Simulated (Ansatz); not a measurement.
Ti in space group P6/mmm (No. 191; Ti on 1a, Ti on 2d) under volume change, DFT-PBEsol in the program Ansatz with PAW potentials, shape and atoms relaxed at each volume.

```csv
V (Å³/atom),E − E(relaxed) (meV/atom),P (GPa)
14.984,57.5,13.33
15.478,24.4,8.27
15.972,…,…
16.466,0.0,0.00
16.960,5.3,-3.37
17.454,…,…
17.947,43.8,-8.87
```

Question: What belongs in the gaps?

Answer: 
- 17.454, E − E(relaxed) (meV/atom): 20.3
- 17.454, P (GPa): -6.31
- 15.972, E − E(relaxed) (meV/atom): 5.8
- 15.972, P (GPa): 3.85

Question: What does a third-order Birch–Murnaghan fit give for V₀, B₀ and B′?

Answer: V₀ = 16.47 Å³/atom, B₀ = 120 GPa, B′ = 3.5.

This is a known high-pressure phase of the composition, computed here at zero pressure and temperature. Symmetry was held in the PBEsol relaxation; whether a distortion lowers the energy is not shown. No spin polarisation was allowed.

Potentials: the earlier of the program's two PAW sets. The files were generated under PBE; for other functionals the program regenerates the frozen cores, and for LDA and PBEsol the local potential too.
